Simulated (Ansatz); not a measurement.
Relaxed BN (wurtzite):

```yaml
crystal:
  lattice:
    - [5.10906, 0.00000, 0.00000]
    - [-1.27726, 2.21229, 0.00000]
    - [0.00000, 0.00000, 4.22457]
  atoms:
    - { symbol: B, position: [0.33333, 0.33333, 0.99991] }
    - { symbol: B, position: [0.83333, 0.33333, 0.99991] }
    - { symbol: B, position: [0.16667, 0.66667, 0.49991] }
    - { symbol: B, position: [0.66667, 0.66667, 0.49991] }
    - { symbol: N, position: [0.33333, 0.33333, 0.62529] }
    - { symbol: N, position: [0.83333, 0.33333, 0.62529] }
    - { symbol: N, position: [0.16667, 0.66667, 0.12529] }
    - { symbol: N, position: [0.66667, 0.66667, 0.12529] }
```

The atoms are displaced by Q × the pattern below (from a DFPT mode at M = (0.5, 0.0, 0.0), largest move 1; Q in Å), at fixed cell. (q is in reciprocal vectors of the primitive cell; the cell shown is doubled to hold the pattern.)

| atom | x | y | z |
|---|---|---|---|
| B1 | 0.345 | 0.199 | 0.620 |
| B2 | -0.345 | -0.199 | -0.620 |
| B3 | -0.345 | -0.199 | 0.620 |
| B4 | 0.345 | 0.199 | -0.620 |
| N5 | 0.730 | 0.422 | -0.537 |
| N6 | -0.730 | -0.422 | 0.537 |
| N7 | -0.730 | -0.422 | -0.537 |
| N8 | 0.730 | 0.422 | 0.537 |

Calculation: PBE (plane waves to 420 eV, PAW, scalar-relativistic; Ansatz, an electronic-structure program). k mesh 15×15×8 (Γ-centred), Fermi-Dirac smearing 0.05 eV. The energy includes the smearing's −TS. BN was relaxed with its symmetry unable to fall. The zero of ΔE is the undisplaced structure.

```tsv
Q (Å)	ΔE (meV/cell)
-0.1000	1090
-0.0833	754
-0.0667	withheld
-0.0500	270
-0.0333	120
-0.0167	30
0.0000	0
0.0167	30
0.0333	120
0.0500	270
0.0667	withheld
0.0833	754
0.1000	1090
```

Question: Fit an even polynomial form (powers 2, 4) to the given rows and predict ΔE at Q = 0.0667.

Answer: Least squares on the 11 given rows: ΔE = (107800)·Q² + (118200)·Q⁴, in meV/cell with Q in Å; root-mean-square residual 0.2 meV/cell. At 0.0667 the fit gives 482 meV/cell; the calculation gives 481 meV/cell, so the interpolation is off by 1 (+0.2 %). The quadratic term alone would give 480 meV/cell.

(A displaced cell: forces are minus the slopes of the energy, force constants its curvatures, and phonons follow from these.)
